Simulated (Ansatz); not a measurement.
Each is relaxed and computed with the program Ansatz at the PBEsol level (PAW). Which alone has a direct gap?
(A) Mg2SeS, P-4m2 (Mg on 2g, Se on 1b, S on 1d)
(B) Mg3ZnO4, P4/mmm (Pearson symbol tP8)
(C) Mg4Te3S, Pmm2 (Pearson symbol oP8)
(D) MgS, rock salt

A, Mg2SeS, P-4m2 (Mg on 2g, Se on 1b, S on 1d). Mg2SeS: gap 2.71 eV (direct); MgS: gap 2.73 eV (indirect); Mg4Te3S: gap 1.75 eV (indirect); Mg3ZnO4: gap 2.57 eV (indirect). Standing as an ambient phase not checked: Mg2SeS, P-4m2 (Mg on 2g, Se on 1b, S on 1d); Mg4Te3S, Pmm2 (Pearson symbol oP8); Mg3ZnO4, P4/mmm (Pearson symbol tP8). Perhaps ordered models of mixed-site phases: Mg3ZnO4, P4/mmm (Pearson symbol tP8). All cells were relaxed under the symmetry of their starts (and spin orders); stability against distortions was not tested throughout. Spin–orbit coupling is left out wherever it is not named.

Potentials: the later of the program's two PAW sets.
